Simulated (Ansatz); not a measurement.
According to plane-wave PAW LDA (Ansatz code), Sb in the cubic phase (I-43m; Sb on 8c) relaxes to a = 6.580 Å.

The Kohn–Sham gap is 0.20 eV (direct). The valence maximum lies at Γ and the conduction minimum at Γ.

The relaxed-ion elastic constants in GPa are C11 = 17.8, C12 = 11.5, C44 = 11.1. The elastic constants imply a Debye temperature near 110 K. The highest mode at Γ lies at 197 cm⁻¹.

The start of the workflow was typed in or built on a structure type; neither database checked (COD, Materials Project) lists it. It is not the phase usual at ambient conditions (space group No. 166). The cell was relaxed with LDA under the symmetry of its start; its stability against distortions is not shown here. A crystal of weakly bound molecules computed without a dispersion correction: the cell and the soft elastic constants depend strongly on that. Scalar-relativistic: spin–orbit coupling is off unless named, which matters more the heavier the elements.

Potentials: the earlier of the program's two PAW sets. The files were generated under PBE; for other functionals the program regenerates the frozen cores, and for LDA and PBEsol the local potential too.
